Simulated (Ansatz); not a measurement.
input.yaml

```yaml
crystal:
  lattice:
    - [-2.350581, 2.350581, 5.664045]
    - [2.350581, -2.350581, 5.664045]
    - [2.350581, 2.350581, -5.664045]
  atoms:
    - { symbol: Sn, position: [0.0, 0.0, 0.0] }
    - { symbol: Bi, position: [0.5, 0.5, 0.0] }
    - { symbol: Bi, position: [0.25, 0.75, 0.5] }
    - { symbol: Bi, position: [0.75, 0.25, 0.5] }
basis:
  ecutwfc: 420
kpoints:
  mp_grid: { grid: [12, 12, 12] }
hamiltonian:
  xc: pbesol
scf:
  occupations: { method: gaussian, width: 0.1 }
output:
  forces: true
  stress: true
  eigenvalues: true
  populations: true
```

Launched with
```bash
ansatz run input.yaml --threads 1 --pin off --max-ram 2560MiB --backend cpu --events-out ev --progress --plain --runs-dir out
```

All numbers below come from DFT PBEsol, scalar-relativistic, plane waves, PAW (Ansatz).

Abridged output:

```
Pseudopotentials: kind: paw
Pseudopotential: Sn, paw, valence charge 14, recommended cutoff 420 eV (normal)
Pseudopotential: Bi, paw, valence charge 15, recommended cutoff 420 eV (normal)
Functional definition: PBEsol
Crystal: 4 atoms, lattice volume = 125.181 Å³
Basis set: ecut = 420 eV, 2435 PW (Γ), exchange–correlation on 90×90×90 points (8 copies of the dense FFT grid, shifted against one another)
Bands: 36, of which v1, the nominal top of the filled ones, is band 30 counted from 1 (29 counted from 0)
Symmetry: 16 space group operations
Space group: I4/mmm (ITA 139), of the structure as read, at distance tolerance 5.0e-5 Å
k-points: 163 of 1728
Initial density: superposition of atomic densities (neutral atoms: chi_scale 0, normalization atom), corrected by the library's trained network
Initial wavefunctions: pseudopotential atomic-orbital guess
Functional: x = pbesol(κ = 0.804, μ = 0.12345679), c = pbesol(β = 0.046)
SCF iter   1: F=—  HF=-42675.306839 eV  |F-HF|=—  |Δ(HF+E_count)|=         —  Δρ=2.23e-3  dr2=7.58e-3  ethr=1.77e-3  ⟨swp⟩=7.0  Hψ=25758  notcnv=0
SCF iter   2: F=—  HF=-42675.305102 eV  |F-HF|=—  |Δ(HF+E_count)|=   1.74e-3  Δρ=1.24e-3  dr2=2.68e-3  ethr=1.28e-5  ⟨swp⟩=2.8  Hψ=11476  notcnv=0
SCF iter   3: F=—  HF=-42675.304450 eV  |F-HF|=—  |Δ(HF+E_count)|=   6.51e-4  Δρ=2.59e-4  dr2=1.33e-4  ethr=4.55e-6  ⟨swp⟩=3.0  Hψ=10681  notcnv=0
SCF iter   4: F=—  HF=-42675.304423 eV  |F-HF|=—  |Δ(HF+E_count)|=   2.74e-5  Δρ=7.43e-5  dr2=1.02e-5  ethr=2.26e-7  ⟨swp⟩=2.0  Hψ=7356  notcnv=0
SCF iter   5: F=—  HF=-42675.304402 eV  |F-HF|=—  |Δ(HF+E_count)|=   2.15e-5  Δρ=2.18e-5  dr2=8.93e-7  ethr=1.73e-8  ⟨swp⟩=2.1  Hψ=7006  notcnv=0
SCF iter   6: F=-42675.304401 eV  HF=-42675.304401 eV  |F-HF|=3.74e-8  |Δ(HF+E_count)|=   8.06e-8  Δρ=5.51e-6  dr2=8.53e-8  ethr=1.69e-10  ⟨swp⟩=9.3  Hψ=28904  notcnv=0
SCF 1 converged in 6 iterations: F = -42675.304401 eV  dr2 = 8.53e-8
SCF converged after 6 iterations
Free energy (F): -42675.304401 eV
Harris-Foulkes:  -42675.304401 eV  (|F-HF|=3.74e-8)
Internal energy: -42675.291962 eV  (E = F + TS)
E sigma→0 (E₀):  -42675.298182 eV
Entropy (-TS):   -0.012439 eV (-3.110 meV/atom)
Fermi energy:    10.866065 eV
--- Per-component energies (eV) ---
  E_band       = -365.455769
  E_kinetic    = 1091.448132
  E_local      = -5156.269124  (includes V_loc(G=0)·N_el)
  E_nonlocal   = 1654.536983
  E_hartree    = 1892.966764
  E_xc         = -829.947555
  E_vxc        = -528.845857  (∫ρ·V_xc dr)
  E_paw        = -35590.870238  (= ΣΔE_a)
  E_vpaw       = -1212.260457  (= ΣTr[D̂ρ^β])
  E_aug_tail   = -0.001395  (compensation charges beyond the density's cutoff)
  E_ewald      = -5737.709626
  E_core_change = 0.554096  (= ΣΔE_core)
  E_smearing   = -0.012439  (= −TS)
--- Forces (eV/Å), atoms counted from 1 ---
  atom   1  Sn     0.00000000     0.00000000     0.00000000
  atom   2  Bi     0.00000000     0.00000000     0.00000000
  atom   3  Bi     0.00000000     0.00000000     0.00000000
  atom   4  Bi     0.00000000     0.00000000     0.00000000
--- Stress (GPa, compression-positive) ---
       -2.483551       0.000000       0.000000
        0.000000      -2.483551       0.000000
        0.000000       0.000000      -2.752671
  P = ⅓ Tr σ = -2.5733 GPa (-25.733 kbar)
--- Band table (eV; the first three rows and the last of 163) ---
  k-point 0: bands = ["-12.2126", "-12.1090", "-12.1028", "-12.0655", "-12.0655", "-12.0392", "-12.0392", "-12.0321", "-12.0021", "-11.9872", "-11.9756", "-11.9695", "-11.9695", "-11.9478", "-11.8518", "-10.6858", "-10.6704", "-10.6704", "-10.6418", "-10.6335", "-2.2350", "0.5567", "1.9226", "5.0735", "6.0618", "8.1306", "8.1306", "8.6845", "8.6845", "10.6283", "10.9569", "13.1096", "13.1096", "15.6744", "16.3453", "16.3453"]
  k-point 1: bands = ["-12.2017", "-12.1038", "-12.0976", "-12.0683", "-12.0609", "-12.0398", "-12.0388", "-12.0297", "-12.0004", "-11.9859", "-11.9818", "-11.9737", "-11.9680", "-11.9521", "-11.8641", "-10.6857", "-10.6707", "-10.6705", "-10.6417", "-10.6361", "-2.1491", "0.5810", "1.7459", "4.8518", "6.1682", "7.8295", "8.2844", "8.5392", "9.1633", "11.0952", "11.3352", "12.1040", "13.2138", "15.3255", "15.4745", "16.4176"]
  k-point 2: bands = ["-12.1772", "-12.0847", "-12.0837", "-12.0744", "-12.0486", "-12.0422", "-12.0385", "-12.0246", "-11.9968", "-11.9967", "-11.9842", "-11.9829", "-11.9707", "-11.9634", "-11.8919", "-10.6853", "-10.6715", "-10.6707", "-10.6423", "-10.6414", "-1.8947", "0.6373", "1.3381", "4.4462", "6.4780", "7.2401", "7.5922", "9.6314", "10.1527", "10.5864", "11.9240", "12.0974", "13.4857", "13.5200", "14.7908", "16.6116"]
  k-point 162: bands = ["-12.2116", "-12.1167", "-12.1066", "-12.1018", "-12.1018", "-12.0199", "-12.0170", "-12.0032", "-11.9957", "-11.9957", "-11.9766", "-11.9766", "-11.9496", "-11.9448", "-11.8518", "-10.6849", "-10.6693", "-10.6693", "-10.6413", "-10.6336", "-1.6115", "-0.6854", "1.9012", "4.6985", "7.1761", "7.1761", "10.1382", "10.2860", "10.3973", "10.3973", "11.5467", "12.1321", "14.0203", "14.0203", "14.6215", "14.7090"]
--- Löwdin populations: 4 sites ---
  site symbol q [e]
     0     Sn     14.0290
     1     Bi     14.9280
     2     Bi     14.9358
     3     Bi     14.9358
  spilling = 0.002906 (of n_electrons = 59.000000)
```

Self-consistency was reached.

Time: 38 s on 1 thread of Intel(R) Xeon(R) Platinum 8488C (Sapphire Rapids) (shared host), peak memory 0.78 GiB.

Spin–orbit coupling is left out, which can shift energies with elements as heavy as these.